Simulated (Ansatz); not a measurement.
Input:

AlN:
```
AlN
1.0
    0.00000     2.00548     2.00548
    2.00548     0.00000     2.00548
    2.00548     2.00548     0.00000
Al N
1 1
Direct
  0.50000   0.50000   0.50000
  0.00000   0.00000   0.00000
```

This is the LDA-relaxed structure.

Problem. All from the program Ansatz at the LDA level (PAW), unless another level is named. Predict the smallest direct gap on the standard path.

Solution. 6.10 eV.

Problem. Predict the hole effective mass, band 3 of 3 at the edge.

Solution. 0.35 along [100], 0.27 along [110], 0.25 along [111] (mₑ).

Problem. Predict the electron effective mass.

Solution. 0.34, 0.34, 0.59 mₑ (principal values).

Problem. And the hole effective mass, band 2 of 3 at the edge?

Solution. 0.90 along [100], 0.90 along [110], 2.1 along [111] (mₑ).

Problem. And the weight of the valence-edge state by species (Voronoi cells)?

Solution. N 89 %, Al 11 %.

Problem. What about the valence-band maximum?

Solution. at Γ.

Space group Fm-3m (rock salt). This is a known high-pressure phase of the composition, computed here at zero pressure and temperature. The LDA relaxation kept the symmetry of its start; phonons on a q-mesh show no instability.

Potentials: the later of the program's two PAW sets.
